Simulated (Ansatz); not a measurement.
Here is the system:

Se:
```xyz
3
Lattice="4.0369 0.0000 0.0000 -2.0185 3.4961 0.0000 0.0000 0.0000 5.1229" Properties=species:S:1:pos:R:3 pbc="T T T"
Se     1.0042     0.0000     4.2691
Se    -0.5021     0.8696     0.8538
Se     1.5164     2.6264     2.5614
```

This is the PBEsol-relaxed structure.

Problem. All from PBEsol (plane waves, PAW; program Ansatz), unless another level is named. Predict the band gap.

Solution. 0.39 eV (indirect).

Problem. Predict the smallest direct gap on the standard path.

Solution. 0.44 eV.

Problem. Predict the valence-band maximum.

Solution. on the L–H line, 79 % of the way from L.

Problem. Next, the conduction-band minimum?

Solution. at H (2 equivalent valleys).

Space group P3_121 (trigonal Se type). The PBEsol relaxation kept the symmetry of its start. A crystal of weakly bound chains computed without a dispersion correction: the cell and the soft elastic constants depend strongly on that. Scalar-relativistic: spin–orbit coupling is off unless named, which matters more the heavier the elements.

Potentials: the earlier of the program's two PAW sets. The files were generated under PBE; for other functionals the program regenerates the frozen cores, and for LDA and PBEsol the local potential too.
